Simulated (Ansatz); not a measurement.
With plane-wave PAW PBE (Ansatz code), BP in the hexagonal phase (P6_422; B on 3c, P on 3d) relaxes to a = 3.279 Å, c = 6.996 Å. Its formation energy from the elements is 0.065 eV/atom, with no fitted shifts.

Electronic character: no gap, with almost no states at the Fermi level (zero-gap or semimetallic).

The bulk modulus is 171 GPa.

The start of the workflow was typed in or built on a structure type; neither database checked (COD, Materials Project) lists it. It is not the phase usual at ambient conditions (space group No. 216). The PBE relaxation kept the symmetry of its start; its stability against distortions is not shown here. The references are the lowest solids computed at this level, not always the standard phases.

Potentials: the earlier of the program's two PAW sets.
